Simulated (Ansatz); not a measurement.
Given:

TiSeS:
```xyz
3
Lattice="3.3732 0.0000 0.0000 -1.6866 2.9212 0.0000 0.0000 0.0000 5.6712" Properties=species:S:1:pos:R:3 pbc="T T T"
Ti     0.0000     1.9475     5.5873
Se     1.6866     0.9737     1.5223
S      0.0000     0.0000     4.2327
```

This is the LDA-relaxed structure.

### Question
All from LDA in the plane-wave PAW code Ansatz, unless another level is named. Give the electronic character.

### Answer
metallic (no gap).

### Question
Next, the formation energy from the elements (no fitted shifts)?

### Answer
-1.28 eV/atom.

### Question
And the density of states at the Fermi level?

### Answer
0.25 states/eV per atom (mean over ±0.08 eV).

Space group P3m1. The workflow started from a Materials Project entry (that database holds measured and hypothetical structures alike); the Crystallography Open Database copy checked does not list it. Whether it is the stable phase at ambient conditions was not checked. The LDA relaxation kept the symmetry of its start; whether a distortion lowers the energy is not shown. No spin polarisation was allowed. A crystal of weakly bound layers computed without a dispersion correction: the cell and the soft elastic constants depend strongly on that. The references are the lowest solids computed at this level, not always the standard phases. Spin–orbit coupling is left out wherever it is not named.

Potentials: the later of the program's two PAW sets.
